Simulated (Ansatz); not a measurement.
# Electric field gradients in Si3N4

The cell is a COD entry (perhaps calculated rather than measured) whose atoms were relaxed with PBE, the cell held.

```yaml
crystal:
  lattice:
    - [7.60200, 0.00000, 0.00000]
    - [-3.80100, 6.58353, 0.00000]
    - [0.00000, 0.00000, 2.90600]
  atoms:
    - { symbol: Si, position: [0.76796, 0.17407, 0.25000] }
    - { symbol: Si, position: [0.59389, 0.76796, 0.75000] }
    - { symbol: Si, position: [0.82593, 0.59389, 0.25000] }
    - { symbol: Si, position: [0.23204, 0.82593, 0.75000] }
    - { symbol: Si, position: [0.40611, 0.23204, 0.25000] }
    - { symbol: Si, position: [0.17407, 0.40611, 0.75000] }
    - { symbol: N, position: [0.02995, 0.32988, 0.25000] }
    - { symbol: N, position: [0.70007, 0.02995, 0.75000] }
    - { symbol: N, position: [0.67012, 0.70007, 0.25000] }
    - { symbol: N, position: [0.97005, 0.67012, 0.75000] }
    - { symbol: N, position: [0.29993, 0.97005, 0.25000] }
    - { symbol: N, position: [0.32988, 0.29993, 0.75000] }
    - { symbol: N, position: [0.66667, 0.33333, 0.25000] }
    - { symbol: N, position: [0.33333, 0.66667, 0.75000] }
```

Atoms are numbered from 1 in the order listed; like atoms form one site, named after its first atom.

Level of theory: DFT, r2SCAN, plane waves and PAW, scalar-relativistic, 500 eV cutoff, Γ-centred 4×4×10 k-points, Fermi–Dirac smearing 0.02 eV (Ansatz 0.2.0).

C_Q = eQV_zz/h, which is 24.18 MHz for Q = 1 b and V_zz = 10²¹ V/m²; η = (V_xx − V_yy)/V_zz. Directions are in the Cartesian axes of the cell vectors above, for the atom listed; none is given where the gradient is under 0.02 or η is above 0.95.

Q: Give the quadrupolar parameters of the distinct sites.

A: 

```csv
site,first atom,first shell,V_zz (10²¹ V/m²),η,"direction of V_zz (x, y, z)"
Si,1,4 N at 1.73–1.74 Å,0.97,0.40,0.58 0.82 0.00
N7,7,3 Si at 1.74 Å,-4.92,0.08,-0.53 0.85 0.00
N13,13,3 Si at 1.73 Å,-4.95,0.00,0.00 0.00 1.00
```

An axis of threefold or higher order runs through N13, so V_zz lies along it and η is zero. At N7 V_zz stands upright on the plane through its three neighbours (within 3°).
